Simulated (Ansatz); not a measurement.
Ti (hcp, Mg type)

```
Ti
1.0
    2.93885     0.00000     0.00000
   -1.46943     2.54512     0.00000
    0.00000     0.00000     4.64996
Ti
2
Cartesian
  0.00000   1.69675   3.48747
  1.46943   0.84837   1.16249
```

The atoms are displaced by Q × the pattern below (from a DFPT mode at Γ, largest move 1; Q in Å), at fixed cell. It is one choice among 2 degenerate patterns.

```tsv
atom	x	y	z
Ti1	0.000	1.000	0.000
Ti2	0.000	-1.000	0.000
```

Calculation: PBE (plane waves to 420 eV, PAW, scalar-relativistic; Ansatz, an electronic-structure program). k mesh 18×18×10 (Γ-centred), Fermi-Dirac smearing 0.05 eV. E stands for the smeared free energy. With partly filled bands, energies and forces of such displacements shift with the k mesh and the smearing. The PAW data are Ansatz's earlier set. Ti is run without spin polarisation. Ti was relaxed with its symmetry unable to fall. ΔE is measured from the undisplaced structure. The last digit holds for this mesh only.

| Q (Å) | ΔE (meV/cell) |
|---|---|
| -0.180 | 81.4 |
| -0.150 | 59.3 |
| -0.120 | 39.6 |
| -0.090 | 23.0 |
| -0.060 | 10.5 |
| -0.030 | 2.7 |
| 0.000 | 0.0 |
| 0.030 | 2.8 |
| 0.060 | 11.1 |
| 0.090 | 24.9 |
| 0.120 | 43.2 |
| 0.150 | withheld |
| 0.180 | 89.1 |

Fit a polynomial form (powers 2, 3, 4) to the given rows and predict ΔE at Q = 0.150.

Least squares on the 12 given rows: ΔE = (3056)·Q² + (717.2)·Q³ + (-13170)·Q⁴, in meV/cell with Q in Å; root-mean-square residual 0.35 meV/cell. At 0.150 the fit gives 64.5 meV/cell; the calculation gives 64.8 meV/cell, so the interpolation is off by -0.3 (-0.5 %). The quadratic term alone would give 68.8 meV/cell.

(For displaced atoms, the force is minus the slope of the energy, and its curvature is a force constant, which sets phonon frequencies.)
